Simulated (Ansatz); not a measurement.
## Al: tetragonal deformation path

These are results of DFT r2SCAN, scalar-relativistic, plane waves, PAW in Ansatz 0.2.0, not measurements. Cutoff 500 eV, Γ-centred 24×24×24 k-points, Gaussian smearing of 0.15 eV. No spin polarisation. Energies are free energies at this smearing, counted from the undisturbed cell; pressure is positive in compression.

The undisturbed cell (as given, not relaxed at this level; it stands at 0.5 GPa; this bcc form isn't the usual structure):

```
Al
1.0
    -1.59122    1.59122    1.59122
     1.59122   -1.59122    1.59122
     1.59122    1.59122   -1.59122
Al
1
Cartesian
  0.0000 0.0000 0.0000
```

At fixed volume and fractional coordinates, lengths along (0.000, 0.000, 1.000) are scaled against those across it; ρ is that ratio over its starting value. The cell is metallic on the mesh throughout. At ρ = 1.414 the cell becomes cubic (Fm-3m), and there the slope of the energy vanishes by symmetry.

```tsv
ρ	ΔE (meV/atom)	pressure (GPa)
0.650	216.3	10.8
0.707	56.6	5.3
0.780	-10.9	2.0
0.850	-17.7	0.9
0.920	?	?
0.960	?	?
1.000	0.0	0.5
1.050	?	?
1.100	?	?
1.200	-57.2	0.0
1.300	-96.8	-0.6
1.414	-112.0	-1.2
1.500	-104.5	-0.8
```

(1) Give the withheld values.

Results:

(1) ΔE (meV/atom) at ρ = 0.920: -7.1; pressure (GPa) at ρ = 0.920: 0.5; ΔE (meV/atom) at ρ = 0.960: -2.1; pressure (GPa) at ρ = 0.960: 0.5; ΔE (meV/atom) at ρ = 1.050: -4.0; pressure (GPa) at ρ = 1.050: 0.4; ΔE (meV/atom) at ρ = 1.100: -14.5; pressure (GPa) at ρ = 1.100: 0.4.